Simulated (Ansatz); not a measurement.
K:
```xyz
4
Lattice="4.7661 0.0000 0.0000 -2.3830 4.1275 0.0000 0.0000 0.0000 15.4301" Properties=species:S:1:pos:R:3 pbc="T T T"
K      0.0000     0.0000     0.0000
K      0.0000     0.0000     7.7151
K      0.0000     2.7517    11.5726
K      2.3830     1.3758     3.8575
```

Relaxed with r²SCAN+D4. Special points in fractions of this cell's reciprocal vectors: Γ (0.000, 0.000, 0.000); M (0.500, 0.000, 0.000); K (0.333, 0.333, 0.000); A (0.000, 0.000, 0.500); L (0.500, 0.000, 0.500); H (0.333, 0.333, 0.500).

Q: List the band energies nearest the Fermi level at these points for r²SCAN+D4 (plane waves, PAW; program Ansatz).

A: In eV from the Fermi level; about four levels below and three above (degenerate sets whole), none deeper than 8.9 eV; points with the same levels are listed once.

| k | below | above |
|---|---|---|
| Γ | -2.25 -1.49 -1.49 | 0.50 0.52 3.03 |
| M | – | 0.20 0.20 0.72 |
| K | – | 0.81 0.81 0.93 |
| A | -2.05 -2.05 -0.61 -0.61 | 1.77 1.77 4.14 4.14 |
| L | – | 0.34 0.34 0.36 0.36 |
| H | – | 0.88 0.88 1.06 1.06 |

Space group P6_3/mmc (dhcp (α-La type)). The workflow started from a Materials Project entry (that database holds measured and hypothetical structures alike); the Crystallography Open Database copy checked does not list it. It is not the phase usual at ambient conditions (space group No. 229). The cell was relaxed with r²SCAN+D4 under the symmetry of its start; whether a distortion lowers the energy is not shown. The pairwise dispersion correction was not fitted to metals.

Potentials: the later of the program's two PAW sets.
